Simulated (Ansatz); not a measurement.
**Magnetovolume behaviour of EuGe2 (P-3m1)**

```
Eu Ge
1.0
     4.35825    0.00000    0.00000
    -2.17913    3.77436    0.00000
     0.00000    0.00000    4.29063
Eu Ge
1 2
Cartesian
  0.0000 0.0000 0.0000
  2.1791 1.2581 2.2128
  0.0000 2.5162 2.0778
```

The reference geometry is a structure from the Materials Project; nothing is relaxed.

Functional, mesh and filling: LDA, 8×8×7 k mesh, Fermi–Dirac smearing of 0.03 eV. PAW means Ansatz 0.2.0 on its default frozen-core files; LAPW is all-electron LAPW in Ansatz 0.2.0. Site moments are integrated in spheres about the atoms, whose radii differ between the methods. Start moments of the first PAW run (μB): Eu1 7.

The cell shown is scaled evenly to other volumes, and every spin-polarised run starts from the same moments.

The search for lower states is left at its default.

Problem. Over V/V₀ from 0.66 to 1.25, do the moments collapse, and if so where?

Solution. The moments survive down to the smallest volume, V/V₀ = 0.66 at 43 GPa, where the largest is 6.52 μB.
```json
{"V/V₀": "0.66", "Å³/atom": "15.53", "M PAW (μB/cell)": "6.89", "M LAPW (μB/cell)": "–", "largest site moment, PAW (μB)": "6.52", "P PAW (GPa)": "43.4", "P LAPW (GPa)": "–", "F − F(unpolarised), PAW (meV/atom)": "-1930"}
{"V/V₀": "0.74", "Å³/atom": "17.41", "M PAW (μB/cell)": "6.87", "M LAPW (μB/cell)": "–", "largest site moment, PAW (μB)": "6.57", "P PAW (GPa)": "21.1", "P LAPW (GPa)": "–", "F − F(unpolarised), PAW (meV/atom)": "-2028"}
{"V/V₀": "0.8", "Å³/atom": "18.82", "M PAW (μB/cell)": "6.88", "M LAPW (μB/cell)": "–", "largest site moment, PAW (μB)": "6.61", "P PAW (GPa)": "10.9", "P LAPW (GPa)": "–", "F − F(unpolarised), PAW (meV/atom)": "-2088"}
{"V/V₀": "0.86", "Å³/atom": "20.23", "M PAW (μB/cell)": "6.88", "M LAPW (μB/cell)": "–", "largest site moment, PAW (μB)": "6.65", "P PAW (GPa)": "4.2", "P LAPW (GPa)": "–", "F − F(unpolarised), PAW (meV/atom)": "-2140"}
{"V/V₀": "0.92", "Å³/atom": "21.64", "M PAW (μB/cell)": "6.88", "M LAPW (μB/cell)": "6.89", "largest site moment, PAW (μB)": "6.68", "P PAW (GPa)": "-0.4", "P LAPW (GPa)": "-0.3", "F − F(unpolarised), PAW (meV/atom)": "-2184"}
{"V/V₀": "0.96", "Å³/atom": "22.59", "M PAW (μB/cell)": "6.88", "M LAPW (μB/cell)": "–", "largest site moment, PAW (μB)": "6.70", "P PAW (GPa)": "-2.7", "P LAPW (GPa)": "–", "F − F(unpolarised), PAW (meV/atom)": "-2210"}
{"V/V₀": "1", "Å³/atom": "23.53", "M PAW (μB/cell)": "6.86", "M LAPW (μB/cell)": "6.87", "largest site moment, PAW (μB)": "6.72", "P PAW (GPa)": "-4.5", "P LAPW (GPa)": "-4.4", "F − F(unpolarised), PAW (meV/atom)": "-2234"}
{"V/V₀": "1.04", "Å³/atom": "24.47", "M PAW (μB/cell)": "6.86", "M LAPW (μB/cell)": "6.86", "largest site moment, PAW (μB)": "6.73", "P PAW (GPa)": "-5.9", "P LAPW (GPa)": "-5.8", "F − F(unpolarised), PAW (meV/atom)": "-2255"}
{"V/V₀": "1.1", "Å³/atom": "25.88", "M PAW (μB/cell)": "6.87", "M LAPW (μB/cell)": "6.87", "largest site moment, PAW (μB)": "6.76", "P PAW (GPa)": "-7.4", "P LAPW (GPa)": "-7.3", "F − F(unpolarised), PAW (meV/atom)": "-2283"}
{"V/V₀": "1.25", "Å³/atom": "29.41", "M PAW (μB/cell)": "6.90", "M LAPW (μB/cell)": "–", "largest site moment, PAW (μB)": "6.82", "P PAW (GPa)": "-9.5", "P LAPW (GPa)": "–", "F − F(unpolarised), PAW (meV/atom)": "-2340"}
```

Problem. How fast does the largest site moment change with volume about V₀?

Solution. d ln m/d ln V ≈ ln(6.733/6.700)/ln(1.04/0.96) = 0.06. A value this small marks a localised or saturated moment.

Problem. Fit a third-order Birch–Murnaghan equation to the PAW pressures of the magnetic runs between 0.85 and 1.11 V₀. What are the zero-pressure volume and bulk modulus?

Solution. V = 21.50 Å³/atom (0.914 V₀), B = 61 GPa, B′ = 4.5, with a worst miss of 0.03 GPa. Cell shape and inner coordinates are held, so these aren't the relaxed crystal's values unless symmetry fixes them.

The PAW files were made with PBE; the program remakes their cores once for the run's functional and then keeps them frozen. Without U a semilocal functional puts the f levels too near the Fermi level, which can change moments and the order of magnetic states; site and cell moments are spin moments. Under strong compression frozen cores are worth checking against an all-electron run. Spin–orbit coupling is left out although heavy atoms are present. With open f shells a run can end in a state that isn't the lowest. These are results for the start and cell typed. The real compound can order otherwise, in a larger cell, or not at all, since semilocal functionals at zero temperature often overstate magnetism.
